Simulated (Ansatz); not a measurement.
## Clamped-ion strain scan in AlN

The calculation used DFT PBE, scalar-relativistic, plane waves, PAW (Ansatz). Settings: plane waves to 350 eV, k-mesh 6×6×4 (Γ-centred), Gaussian smearing 0.05 eV. The mesh is coarse. No spin polarisation. Energies are free energies at this smearing, counted from the undisturbed cell; pressure is positive in compression.

The starting cell (as given, not relaxed at this level; it stands at 3.8 GPa):

```
CELL_PARAMETERS angstrom
3.11100 0.00000 0.00000
-1.55550 2.69421 0.00000
0.00000 0.00000 4.97800
ATOMIC_POSITIONS crystal
Al 0.33333 0.66667 0.00000
Al 0.66667 0.33333 0.50000
N 0.33333 0.66667 0.38500
N 0.66667 0.33333 0.88500
```

The cell is strained by ε times the Voigt pattern (0, 0, 0, 0, 0, 1) (xx, yy, zz, yz, xz, xy; engineering shear) with fractional coordinates fixed.

| ε | ΔE (meV/atom) |
| --- | --- |
| -0.0200 | 2.6 |
| -0.0100 | 0.7 |
| 0.0000 | 0.0 |
| 0.0025 | 0.2 |
| 0.0050 | 0.4 |
| 0.0075 | 0.5 |
| 0.0125 | 1.1 |
| 0.0150 | 1.5 |
| 0.0175 | 2.1 |

Problem. Predict the pressure (GPa) at each point.

Solution.
```
      ε  pressure (GPa)
-0.0200             3.9
-0.0100             3.8
 0.0000             3.8
 0.0025             3.8
 0.0050             3.8
 0.0075             3.8
 0.0125             3.8
 0.0150             3.8
 0.0175             3.8
```

Cost: 9 runs of about 0.8 core-minutes in all, on Intel Xeon Processor @ 2.50GHz (Skylake/Cascade Lake) (shared hosts).